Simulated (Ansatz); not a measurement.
**Pressure gauges and gaskets: equation-of-state parameters at work**

Bulk modulus and its pressure derivative give the pressure that a small compression needs; a soft, simple solid makes a sensitive pressure gauge, a stiff one a good anvil or seat.

The yardstick is NaCl. Hydrostatic compression by 2 % of the volume (V₀/V = 1.0204), no change of phase.

Data:

Methods, by column (Ansatz, a plane-wave PAW program): B₀, B₀′: r²SCAN, Birch–Murnaghan fit of energy against volume; volume per atom: r²SCAN, relaxed cell.

Working rules: linear estimate = B₀ × compression; P = (B₀/B₀′)[(V₀/V)^B₀′ − 1]; modulus under load = B₀ + B₀′P; relative pressure = P/P_ref.

| crystal | B₀ (GPa) | B₀′ | V (Å³/atom) | linear estimate (GPa) | Murnaghan pressure (GPa) | modulus there (GPa) | pressure (relative) |
|---|---|---|---|---|---|---|---|
| HfB2 (P6/mmm) | 255 | 3.9 | 9.88 | 5.1 | 5.358 | 276 | 9.2 |
| SiC (P6₃mc, hP16) | 227 | 3.9 | 10.33 | 4.5 | 4.770 | 246 | 8.2 |
| CaB6 (Pm-3m) | 155 | 3.6 | 10.12 | 3.1 | 3.247 | 167 | 5.6 |
| TiB2 (P6/mmm) | 257 | 3.9 | 8.51 | 5.1 | 5.400 | 278 | 9.3 |
| NaCl (rock salt), reference | 27.5 | 4.7 | 22.04 | 0.55 | 0.5826 | 30.2 | 1.00 |
| LaB6 (Pm-3m) | 180 | 3.7 | 10.23 | 3.6 | 3.774 | 194 | 6.5 |

Runs started from generated or typed cells of the structure named: TiB2; NaCl. Not checked to be the ambient phase: SiC (P6₃mc, hP16). Spin–orbit coupling is left out unless named.

Worked example:

Worked for CaB6:

1. linear estimate: 155 × 2/100 = 3.1 GPa
2. P = (155/3.6) × (1.0204^3.6 − 1) = 3.247 GPa
3. modulus there: 155 + 3.6 × 3.247 = 167 GPa
4. relative pressure: 3.247/0.5826 = 5.6

The steps for NaCl:

- linear estimate: 27.5 × 2/100 = 0.55 GPa
- P = (27.5/4.7) × (1.0204^4.7 − 1) = 0.5826 GPa
- modulus there: 27.5 + 4.7 × 0.5826 = 30.2 GPa

Result:

In order of relative pressure, highest first: TiB2 (9.3 ± 0.46) ≈ HfB2 (9.2 ± 0.46), SiC (P6₃mc, hP16) (8.2 ± 0.41), LaB6 (6.5 ± 0.33), CaB6 (5.6 ± 0.28), NaCl (1.00 ± 0.050). The ± follows from allowances picked for this note (B₀ 5 %, B₀′ 0.4), carried to first order and added in quadrature, each row's own inputs moving alone; ≈ joins neighbours closer than their two ± added in quadrature.

B₀ falls with volume per atom in these rows (rank correlation −0.77 over 6 rows). The usual reason: a modulus is an energy per volume, so compact lattices are stiff.

Caveats:

B₀′ is the least certain number of such a fit, often by half a unit. Where several phases of a formula are at hand, those over 0.1 eV/atom above the lowest were not drawn (by r²SCAN where it compared them, else by the largest value; a layered or molecular lowest phase counts only with a dispersion term); other phases could lie lower still. The rows are a sample and no shortlist: familiar crystals first, some related and some not, whatever their agreement with measurement; tables with many equal figures were not kept. Limits of the draw: no layered crystals, B₀′ of 2 to 8; no unfamiliar magnets, and cubic perovskites only if shown or known to be stable. As a rule kept out of such tables: 4f compounds, open-shell compounds run without a Hubbard term, cells found unstable in the tests at hand, cells close to a higher symmetry, and runs set to a pressure or over 12 % in volume from the crystal's fullest run.
